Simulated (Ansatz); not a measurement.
KI:
```
CELL_PARAMETERS angstrom
      0.00000     3.50320     3.50320
      3.50320     0.00000     3.50320
      3.50320     3.50320     0.00000
ATOMIC_POSITIONS crystal
  K  0.00000 0.00000 0.00000
  I  0.50000 0.50000 0.50000
```

DFT-PBEsol in the program Ansatz with PAW potentials gives a gap of 3.87 eV without spin–orbit coupling, maximum at Γ, minimum at Γ.

Problem. What happens when spin–orbit coupling is switched on?

Solution. The gap decreases by 0.32 eV, to 3.55 eV; maximum at Γ, minimum at Γ.

Problem. How large is the spin–orbit splitting of the valence top at Γ?

Solution. The fourfold level lies 1.04 eV above the split-off pair.

Problem. Give the electron effective mass with spin–orbit coupling.

Solution. 0.32 mₑ (isotropic).

Problem. Give the hole effective mass with spin–orbit coupling, band 1 of 2 at the edge.

Solution. 2.2 along [100], 2.1 along [110], 2.1 along [111] (mₑ).

Problem. Give the hole effective mass with spin–orbit coupling, band 2 of 2 at the edge.

Solution. 0.53 along [100], 0.54 along [110], 0.54 along [111] (mₑ).

Space group Fm-3m (rock salt). The cell was relaxed with PBEsol under the symmetry of its start.

Potentials: the later of the program's two PAW sets.
